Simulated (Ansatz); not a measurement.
Polymorphs of Ga, each relaxed with PBEsol in the plane-wave PAW code Ansatz:

A: Cmcm
a = 7.6542 Å, b = 4.5697 Å, c = 4.5447 Å, α = β = γ = 90.00°

```tsv
atom	site	symmetry	x	y	z
Ga	8g	..m	0.1621	0.1725	0.2500
```

B: α-Ga (Cmce)
a = 4.4793 Å, b = 7.5963 Å, c = 4.4858 Å, α = 90.00°, β = 90.00°, γ = 90.00°

```json
[
 {"atom": "Ga", "site": "8f", "symmetry": "m..", "x": "0.0000", "y": "0.3441", "z": "0.4166"}
]
```

Task: Order them by energy per atom at 0 K (lowest first) at the level PBEsol.

Result: B (+0 meV/atom), A (+16 meV/atom)

Not the usual ambient phase: A. All cells were relaxed under the symmetry of their starts (and spin orders); stability against distortions was not tested throughout. Spin–orbit coupling is left out wherever it is not named.

Energies hold the estimated change up to a 700 eV cutoff; steps of a few meV lie near the error of the meshes.

Potentials: the earlier of the program's two PAW sets. The files were generated under PBE; for other functionals the program regenerates the frozen cores, and for LDA and PBEsol the local potential too.
